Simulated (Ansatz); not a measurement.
An Ansatz (a first-principles code) run. Input:

Ansatz 0.2 input:
```yaml
crystal:
  lattice:
    - [2.2400099621, 1.2932703546, 7.3245097545]
    - [-2.2400099621, 1.2932703546, 7.3245097545]
    - [0.0, -2.5865407092, 7.3245097545]
  atoms:
    - { symbol: In, position: [0.0048862796, 0.0048862796, 0.0048862796] }
    - { symbol: In, position: [0.4953730714, 0.4953730714, 0.4953730714] }
    - { symbol: Sb, position: [0.6244373047, 0.6244373047, 0.6244373047] }
    - { symbol: As, position: [0.1253173442, 0.1253173442, 0.1253173442] }
kpoints:
  mp_grid: { grid: [5, 5, 5] }
hamiltonian:
  xc: hse06
  pseudopotentials: { kind: paw }
scf:
  n_extra_bands: 6
  occupations: { method: gaussian, width: 0.02 }
output:
  eigenvalues: true
  eigenstates:
    e_range: [-9.0, 8.0]
    kpoints:
      - [0.0, 0.0, 0.0]  # GAMMA
      - [0.5, 0.5, 0.5]  # T
      - [0.5, 0.0, 0.0]  # L
      - [0.5, 0.0, 0.5]  # F
      - [0.3437253603, -0.3437253603, 0.0]  # S_0
      - [0.6562746397, 0.0, 0.3437253603]  # S_2
      - [0.5, -0.1874507207, 0.1874507207]  # H_0
      - [0.8125492793, 0.1874507207, 0.5]  # H_2
```

Output (shortened):

```
basis.fft_grid_basis auto: the FFT boxes are laid along the combinations [[1, 0, -1], [0, 1, -1], [0, 0, 1]] of the cell's own vectors, 4.480, 4.480 and 7.768 …
Pseudopotentials: kind: paw
Pseudopotential: In, paw, valence charge 13
Pseudopotential: Sb, paw, valence charge 15
Pseudopotential: As, paw, valence charge 15
Functional definition: HSE06
Crystal: 4 atoms, lattice volume = 127.312 Å³
Basis set: ecut = 420 eV, 2467 PW (Γ), FFT grids on a1−a3, a2−a3, a3
Bands: 34, of which v1, the nominal top of the filled ones, is band 28 counted from 1 (27 counted from 0)
Symmetry: 6 space group operations
Space group: R3m (ITA 160), of the structure as read, at distance tolerance 5.0e-5 Å
k-points: 19 of 125 (time reversal used)
PAW frozen core: In, regenerated for the run's functional, and the local potential with it
PAW frozen core: Sb, regenerated for the run's functional, and the local potential with it
PAW frozen core: As, regenerated for the run's functional, and the local potential with it
Initial wavefunctions: pseudopotential atomic-orbital guess
Eigensolver: davidson
Functional: x = pbe(κ = 0.804, μ = 0.2195149727645171), c = pbe(β = 0.06672455060314922), warm-up for x = pbe(κ = 0.804, μ = 0.2195149727645171) + 0.25 (exact …
SCF iter   1: F=—  HF=-22536.893835 eV  |F-HF|=—  |Δ(HF+E_count)|=         —  Δρ=2.37e-3  dr2=2.17e-2  ethr=1.77e-3  ⟨swp⟩=7.9  Hψ=2694  notcnv=0
preconditioner: auto → Kerker (q_TF=auto, 2.379 Å⁻¹)
SCF iter   2: F=—  HF=-22536.891046 eV  |F-HF|=—  |Δ(HF+E_count)|=   2.79e-3  Δρ=1.27e-3  dr2=8.37e-3  ethr=3.87e-5  ⟨swp⟩=4.9  Hψ=1589  notcnv=0  defer=20
SCF iter   3: F=—  HF=-22536.889779 eV  |F-HF|=—  |Δ(HF+E_count)|=   1.27e-3  Δρ=5.17e-4  dr2=2.03e-3  ethr=1.49e-5  ⟨swp⟩=5.5  Hψ=1654  notcnv=0  defer=19
SCF iter   4: F=—  HF=-22536.889536 eV  |F-HF|=—  |Δ(HF+E_count)|=   2.43e-4  Δρ=3.28e-4  dr2=6.59e-4  ethr=3.62e-6  ⟨swp⟩=5.2  Hψ=1493  notcnv=0  defer=14
SCF iter   5: F=—  HF=-22536.889511 eV  |F-HF|=—  |Δ(HF+E_count)|=   2.46e-5  Δρ=1.70e-4  dr2=1.44e-4  ethr=1.18e-6  ⟨swp⟩=3.9  Hψ=1352  notcnv=0  defer=7
SCF iter   6: F=—  HF=-22536.889505 eV  |F-HF|=—  |Δ(HF+E_count)|=   6.09e-6  Δρ=8.50e-5  dr2=1.82e-5  ethr=2.56e-7  ⟨swp⟩=4.4  Hψ=1656  notcnv=0  defer=3
SCF iter   7: F=—  HF=-22536.889509 eV  |F-HF|=—  |Δ(HF+E_count)|=   4.13e-6  Δρ=3.85e-5  dr2=4.63e-6  ethr=3.25e-8  ⟨swp⟩=4.0  Hψ=1592  notcnv=0
SCF iter   8: F=—  HF=-22536.889510 eV  |F-HF|=—  |Δ(HF+E_count)|=   6.33e-7  Δρ=1.75e-5  dr2=1.25e-6  ethr=8.27e-9  ⟨swp⟩=3.3  Hψ=1391  notcnv=0
SCF iter  12: F=-22536.889511 eV  HF=-22536.889511 eV  |F-HF|=1.22e-9  |Δ(HF+E_count)|=   5.05e-9  Δρ=5.75e-7  dr2=6.08e-10  ethr=6.75e-12  ⟨swp⟩=3.8  Hψ=1540  notcnv=0
SCF 1 converged in 12 iterations: F = -22536.889511 eV  dr2 = 6.08e-10
Crystal: 4 atoms, lattice volume = 127.312 Å³
Initial density: handed on by an earlier stage of this run
Initial wavefunctions: those handed on with the density
Functional: x = pbe(κ = 0.804, μ = 0.2195149727645171) + 0.25 (exact − pbe) at short range (hse, ω = 0.20786987370883472 Å⁻¹), c = pbe(β = 0.06672455060314922); HSE06 as pw.x's `hse` composes it (authors' and Libxc's form: `xc: wpbeh`)
Exchange kernel: α = 0.2500, screened, ω = 0.2079 Å⁻¹, Wigner–Seitz truncation, v(0) = 1046.5350 eV·Å³, q-mesh 5×5×5, nearest image of the exchange supercell L …
Frozen-core exchange: fock
iter 1 solved again at ethr=3.47e-5 eV; its pass at ethr=1.00e-1 eV (dr2=1.94e-2 eV) is discarded
SCF iter   1: F=—  HF=-22550.411672 eV  |F-HF|=—  |Δ(HF+E_count)|=         —  Δρ=5.56e-3  dr2=2.17e-2  ethr=3.47e-5  ⟨swp⟩=5.2  Hψ=3829  notcnv=0
preconditioner: auto → Kerker (q_TF=auto, 2.379 Å⁻¹)
SCF iter   2: F=—  HF=-22550.417119 eV  |F-HF|=—  |Δ(HF+E_count)|=   5.45e-3  Δρ=3.20e-3  dr2=7.65e-3  ethr=3.47e-5  ⟨swp⟩=3.7  Hψ=1544  notcnv=0  defer=3
SCF iter   3: F=—  HF=-22550.416338 eV  |F-HF|=—  |Δ(HF+E_count)|=   7.81e-4  Δρ=1.14e-3  dr2=1.46e-3  ethr=1.26e-5  ⟨swp⟩=4.6  Hψ=1572  notcnv=0  defer=3
SCF iter   4: F=—  HF=-22550.416034 eV  |F-HF|=—  |Δ(HF+E_count)|=   3.04e-4  Δρ=2.56e-4  dr2=2.03e-4  ethr=2.53e-6  ⟨swp⟩=3.9  Hψ=1388  notcnv=0  defer=5
SCF iter   5: F=—  HF=-22550.416035 eV  |F-HF|=—  |Δ(HF+E_count)|=   3.80e-7  Δρ=7.91e-5  dr2=2.94e-5  ethr=3.55e-7  ⟨swp⟩=4.2  Hψ=1464  notcnv=0  defer=2
SCF iter   6: F=-22550.416035 eV  HF=-22550.416039 eV  |F-HF|=3.25e-6  |Δ(HF+E_count)|=   3.65e-6  Δρ=5.10e-5  dr2=8.12e-6  ethr=5.17e-8  ⟨swp⟩=3.8  Hψ=1445  notcnv=0  defer=2
SCF 2 stopped early in 6 iterations: F = -22550.416035 eV  dr2 = 8.12e-6
hybrid outer 1: dexx = +1.687e-2 eV, tail = 9.72e-5 eV
Crystal: 4 atoms, lattice volume = 127.312 Å³
Exchange kernel: α = 0.2500, screened, ω = 0.2079 Å⁻¹, Wigner–Seitz truncation, v(0) = 1046.5350 eV·Å³, q-mesh 5×5×5, nearest image of the exchange supercell L …
Frozen-core exchange: fock
SCF iter   1: F=—  HF=-22550.416028 eV  |F-HF|=—  |Δ(HF+E_count)|=         —  Δρ=4.40e-5  dr2=3.43e-6  ethr=8.68e-7  ⟨swp⟩=5.9  Hψ=1495  notcnv=0
preconditioner: auto → Kerker (q_TF=auto, 2.379 Å⁻¹)
SCF iter   2: F=—  HF=-22550.416030 eV  |F-HF|=—  |Δ(HF+E_count)|=   1.72e-6  Δρ=2.89e-5  dr2=2.28e-6  ethr=5.99e-9  ⟨swp⟩=4.2  Hψ=1936  notcnv=0  defer=1
SCF iter   3: F=—  HF=-22550.416029 eV  |F-HF|=—  |Δ(HF+E_count)|=   1.92e-7  Δρ=1.21e-5  dr2=9.28e-7  ethr=4.07e-9  ⟨swp⟩=2.5  Hψ=1194  notcnv=0  defer=5
SCF iter   4: F=—  HF=-22550.416029 eV  |F-HF|=—  |Δ(HF+E_count)|=   6.90e-8  Δρ=8.14e-6  dr2=2.23e-7  ethr=1.65e-9  ⟨swp⟩=3.9  Hψ=1372  notcnv=0  defer=6
SCF iter   5: F=-22550.416029 eV  HF=-22550.416029 eV  |F-HF|=4.51e-8  |Δ(HF+E_count)|=   1.50e-8  Δρ=3.71e-6  dr2=7.09e-8  ethr=3.95e-10  ⟨swp⟩=4.2  Hψ=1417  notcnv=0  defer=7
SCF 3 converged in 5 iterations: F = -22550.416029 eV  dr2 = 7.09e-8
hybrid outer 2: dexx = +9.831e-7 eV, tail = 1.85e-7 eV, Δε = 3.88e-3 eV (about 2.95e-4 eV left of the loop's levels)
the last iteration of the SCF fills more bands at one k-point than at another …
NSCF: frozen V_eff on 8 k-points
hybrid SCF converged: 2 outer / 11 inner (+12 warm-up), last move |dexx| = 9.83e-7 eV, tail = 1.85e-7 eV
Stability not checked (fock_operator)
Free energy (F): -22550.416029 eV
Frozen-core exchange: fock
Harris-Foulkes:  -22550.416029 eV  (|F-HF|=4.51e-8)
Internal energy: -22550.415849 eV  (E = F + TS)
E sigma→0 (E₀):  -22550.415939 eV
Entropy (-TS):   -0.000181 eV (-0.045 meV/atom)
Fermi energy:    7.009194 eV
--- Per-component energies (eV) ---
  E_band       = -713.789254
  E_kinetic    = 795.222847
  E_local      = -6593.928834  (includes V_loc(G=0)·N_el)
  E_nonlocal   = 426.276350
  E_hartree    = 3015.787411
  E_xc         = -515.888089
  E_vxc        = -298.598952  (∫ρ·V_xc dr)
  E_exx        = -166.369625  (= α·E_x^exact, valence–valence)
  E_paw        = -14702.898574  (= ΣΔE_a)
  E_vpaw       = -741.598385  (= ΣTr[D̂ρ^β])
  E_aug_tail   = 0.000059  (compensation charges beyond the density's cutoff)
  E_ewald      = -4808.904918
  E_core_change = 0.287524  (= ΣΔE_core)
  E_smearing   = -0.000181  (= −TS)
  E_closure    =  0.000000  (closes the sum)
  Σ components = -22550.416029   (vs F -22550.416029, Δ=0.00e0)
  [band-id]    e_kinetic+e_local+e_nonlocal+2·e_hartree+e_vxc+2·e_exx+e_vpaw+e_augmentation_tail = -713.791344   (vs E_band -713.789254, Δ=-2.09e-3)
--- Band table (eV; the first three rows and the last of 19) ---
  k-point 0: bands = ["-31.8610", "-31.8610", "-31.8568", "-31.8514", "-31.8514", "-23.6889", "-23.6824", "-23.6824", "-23.6601", "-23.6601", "-9.6091", "-9.5525", "-9.5525", "-9.4748", "-9.4748", "-9.3770", "-9.3323", "-9.3323", "-9.2435", "-9.2435", "-5.5696", "-3.7011", "0.8000", "5.6292", "5.6292", "6.6401", "6.8267", "7.0092", "7.0092", "8.5309", "10.8974", "10.8974", "10.9249", "11.7326"]
  k-point 1: bands = ["-31.8610", "-31.8609", "-31.8568", "-31.8513", "-31.8513", "-23.6885", "-23.6826", "-23.6821", "-23.6601", "-23.6593", "-9.6157", "-9.5590", "-9.5424", "-9.4786", "-9.4725", "-9.3755", "-9.3366", "-9.3232", "-9.2484", "-9.2433", "-5.2561", "-3.4380", "0.9336", "3.7498", "4.4369", "5.2495", "6.1193", "6.2828", "8.7408", "9.7767", "10.4638", "11.5531", "11.9323", "12.1979"]
  k-point 2: bands = ["-31.8610", "-31.8609", "-31.8567", "-31.8513", "-31.8513", "-23.6879", "-23.6829", "-23.6817", "-23.6600", "-23.6581", "-9.6369", "-9.5581", "-9.5284", "-9.4838", "-9.4663", "-9.3888", "-9.3291", "-9.3103", "-9.2557", "-9.2409", "-4.5805", "-2.9577", "0.8302", "1.7796", "3.5318", "4.7262", "4.7721", "5.4663", "9.1585", "9.7164", "10.8904", "11.9351", "12.6600", "13.2109"]
  k-point 18: bands = ["-31.8610", "-31.8609", "-31.8568", "-31.8513", "-31.8513", "-23.6885", "-23.6826", "-23.6821", "-23.6601", "-23.6593", "-9.6155", "-9.5586", "-9.5417", "-9.4785", "-9.4721", "-9.3776", "-9.3356", "-9.3242", "-9.2484", "-9.2434", "-5.0812", "-3.8427", "2.2412", "2.8305", "4.5408", "5.2347", "5.3441", "6.2969", "9.1431", "9.7747", "10.3199", "11.7690", "11.9442", "12.1964"]
  band table: 34 of 34 bands, residual norms ≤ 1.0e-3 eV
```

Cost: roughly 16 core-minutes on shared cores.

The workflow started from a Materials Project entry (that database holds measured and hypothetical structures alike); the Crystallography Open Database copy checked does not list it. Whether it is the stable phase at ambient conditions was not checked. Symmetry was held in the r²SCAN relaxation; whether a distortion lowers the energy is not shown. Scalar-relativistic: spin–orbit coupling is off unless named, which matters more the heavier the elements.

Potentials: the later of the program's two PAW sets.

Ansatz is a plane-wave DFT program.
